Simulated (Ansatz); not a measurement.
**Stress against strain in Ru**

```yaml
crystal:
  lattice:
    - [2.70580, 0.00000, 0.00000]
    - [-1.35290, 2.34329, 0.00000]
    - [0.00000, 0.00000, 4.28190]
  atoms:
    - { symbol: Ru, position: [0.33333, 0.66667, 0.25000] }
    - { symbol: Ru, position: [0.66667, 0.33333, 0.75000] }
```

Atoms are numbered in the order listed.

The cell comes from COD entry 9017842, which wasn't checked; take it as a given geometry.

The calculation used DFT, PBEsol, all-electron LAPW, scalar-relativistic (Ansatz 0.2.0).

Sampling and basis: a Γ-centred 14×14×8 k mesh, Fermi–Dirac smearing of 0.03 eV, basis error target 0.5 meV/atom, no spin polarisation.

The strain is applied along the Cartesian axes of the cell as listed (the other components stay zero). Fractional coordinates are held (clamped ions).

σ is the change of stress from the unstrained cell, which is at -6.27 GPa; tension is positive, so slopes are stress–strain coefficients at that pressure. In a metal the k mesh adds noise.

Only quantities that a quadratic follows smoothly over the whole series are listed; rougher ones are left out.

```csv
εzz,σzz (GPa),σxx (GPa)
-0.0300,-22.19,-5.71
-0.0200,-14.21,-3.63
0.0000,0.00,0.00
0.0100,6.24,1.60
0.0200,12.05,3.03
0.0300,17.33,4.35
```

Problem. Fit the series and read off the stiffness at zero strain.

Solution. Least-squares fits y = p0 + p1 x + p2 x² to the rows give σzz (GPa): p1 = 658, p2 = -2700; σxx (GPa): p1 = 167, p2 = -760. So C33 = 658 GPa and C13 = 167 GPa, for these axes.

Problem. One run, at εzz = -0.0100, is withheld. Predict its row.

Solution. The fits give -6.87, -1.75; the run gave -6.79, -1.75.
